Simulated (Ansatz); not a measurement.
The calculation used DFT PBE, scalar-relativistic, plane waves, PAW in Ansatz 0.2.0. The final run on the 5-atom cell used 420 eV, a Γ-centred 8×8×8 mesh, 0.10 eV smearing and collinear spin.

Formation energies are uncorrected and count from the elements' standard states at the same level.

Q: Propose a candidate for a cubic metal that holds S and 2 more elements, with a formation energy near −0.65 eV/atom and a density near 4.81 g/cm³, in a cell of 5 atoms. Its symmetry should be Pm-3m (No. 221).

A: YRhS3, space group Pm-3m (No. 221). Around Y lie 12 S at 3.28 Å; Rh has 6 S at 2.32 Å; around S lie 2 Rh at 2.32 Å, 4 Y at 3.28 Å and 8 S at 3.28 Å.

```cif
data_structure
_symmetry_space_group_name_H-M 'P 1'
_symmetry_Int_Tables_number 1
_cell_length_a 4.6338
_cell_length_b 4.6338
_cell_length_c 4.6338
_cell_angle_alpha 90.000
_cell_angle_beta 90.000
_cell_angle_gamma 90.000
_cell_volume 99.50
loop_
_atom_site_label
_atom_site_type_symbol
_atom_site_fract_x
_atom_site_fract_y
_atom_site_fract_z
_atom_site_occupancy
Y1 Y 0.50000 0.50000 0.50000 1
Rh1 Rh 0.00000 0.00000 0.00000 1
S1 S 0.50000 0.00000 0.00000 1
S2 S 0.00000 0.50000 0.00000 1
S3 S 0.00000 0.00000 0.50000 1
```

* Volume per atom: 19.90 Å³
* Density: 4.81 g/cm³
* Energy over the elements: −0.65 eV/atom
* Gap on the 8×8×8 mesh of the 5-atom cell: 0 eV (a metal)
* Net moment per atom: 0.00 μB
* Moment by site: all under 0.1 μB

The cell was found from a structure generator's guess, not taken from experiment. Other answers may fit too; this one was computed.

The reference form of S is held partly by dispersion forces, which this level lacks. A structure relaxed within its symmetry needn't be a true minimum. Site moments count only spheres around the atoms; the net moment includes the space between them.
